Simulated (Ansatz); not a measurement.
Ba2CuBrO2 in space group R-3m (No. 166; Ba on 6c, Cu on 3b, Br on 3a, O on 6c), r²SCAN (plane waves, PAW; program Ansatz), all energies at zero smearing, with the estimated change up to a 700 eV cutoff added, with one set of potentials and settings (totals compare only within such a set). Cell of 6 atoms (2 Ba, 1 Cu, 1 Br, 2 O): -22498.582 eV.

```tsv
element	reference phase	E (eV/atom)
Ba	Im-3m, 1 atoms in the cell	-5964.4614
Cu	Fm-3m, 1 atoms in the cell	-6631.2396
Br	Cmce, 4 atoms in the cell	-2792.8603
O	C2/m, 4 atoms in the cell, spin-polarised	-566.0281
```

Formation energy per atom, worked out: (-22498.582 − 2×(-5964.4614) − 1×(-6631.2396) − 1×(-2792.8603) − 2×(-566.0281))/6 = -2.250 eV/atom (-217 kJ per mol of atoms), at 0 K, without zero-point energy or fitted corrections.

The first step of the workflow began from a Materials Project structure, measured or hypothetical; the Crystallography Open Database files this formula in space group No. 166, but the cells were not matched. Its standing as an ambient phase is unchecked. The r²SCAN relaxation kept the symmetry of its start; its stability against distortions is not shown here. The run is not spin-polarised. No Hubbard U is applied. The references are the lowest solids computed at this level, not always the standard phases (solids in place of the gases). Scalar-relativistic: spin–orbit coupling is off unless named, which matters more the heavier the elements.

Potentials: the later of the program's two PAW sets.
